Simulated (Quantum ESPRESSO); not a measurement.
Band energies of KAsF6

```
CELL_PARAMETERS angstrom
      3.65568     2.11061     2.37652
     -3.65568     2.11061     2.37652
      0.00000    -4.22122     2.37652
ATOMIC_POSITIONS crystal
  F  0.27690 0.92178 0.23190
  F  0.72310 0.07822 0.76810
  F  0.23190 0.27690 0.92178
  F  0.76810 0.72310 0.07822
  F  0.92178 0.23190 0.27690
  F  0.07822 0.76810 0.72310
  K  0.50000 0.50000 0.50000
  As 0.00000 0.00000 0.00000
```

LDA (pw.x of Quantum ESPRESSO, ONCV potentials, no spin-orbit coupling); path ΓPZQΓFP1Q1LZ; energies in eV from the valence-band maximum.

```csv
k (1/Å),point,band 29,band 30,band 31,band 32,band 33,band 34,band 35,band 36
0.00,Γ,-0.70,-0.70,-0.55,-0.55,0.00,5.14,9.82,11.70
0.41,,-1.08,-0.91,-0.44,-0.42,-0.17,5.68,9.90,11.34
0.82,,-1.03,-0.75,-0.43,-0.34,-0.33,6.08,10.89,10.92
1.03,P,-1.01,-0.71,-0.46,-0.32,-0.32,6.10,10.77,11.25
1.03,Z,-1.00,-0.59,-0.57,-0.32,-0.32,6.06,10.79,11.24
1.41,,-1.04,-0.73,-0.47,-0.41,-0.29,6.04,10.85,11.15
1.79,,-0.99,-0.86,-0.48,-0.33,-0.27,6.12,10.59,10.78
2.17,Q,-1.05,-0.85,-0.35,-0.32,-0.32,6.17,10.68,11.17
2.57,,-1.04,-1.04,-0.37,-0.37,-0.14,6.05,10.19,10.67
2.97,,-0.75,-0.75,-0.51,-0.51,-0.02,5.31,9.86,11.21
3.17,Γ,-0.70,-0.70,-0.55,-0.55,0.00,5.14,9.82,11.70
3.34,,-0.82,-0.73,-0.53,-0.50,-0.03,5.27,9.82,11.58
3.68,,-0.96,-0.87,-0.50,-0.34,-0.24,5.86,10.02,11.22
4.03,F,-0.96,-0.78,-0.53,-0.37,-0.27,6.09,10.58,11.29
4.41,,-1.03,-0.77,-0.42,-0.36,-0.30,6.11,10.84,11.02
4.60,P1,-1.01,-0.71,-0.46,-0.32,-0.32,6.10,10.77,11.25
4.60,Q1,-1.05,-0.85,-0.35,-0.32,-0.32,6.17,10.68,11.17
4.90,,-1.05,-0.99,-0.39,-0.32,-0.24,6.16,10.27,10.85
5.20,,-1.04,-0.76,-0.48,-0.33,-0.19,6.00,9.78,10.70
5.34,L,-1.04,-0.71,-0.51,-0.33,-0.18,5.97,9.72,10.67
5.47,,-1.02,-0.75,-0.50,-0.33,-0.20,5.97,9.79,10.70
5.71,,-1.02,-0.85,-0.45,-0.34,-0.31,5.97,10.32,10.92
5.96,,-1.04,-0.66,-0.50,-0.37,-0.31,6.02,11.01,11.05
6.20,Z,-1.00,-0.59,-0.57,-0.32,-0.32,6.06,10.79,11.24
```

The LDA gap is direct, 5.14 eV at Γ.

Spin-orbit splittings are left out.

Geometry of the Materials Project entry, not relaxed at this level.
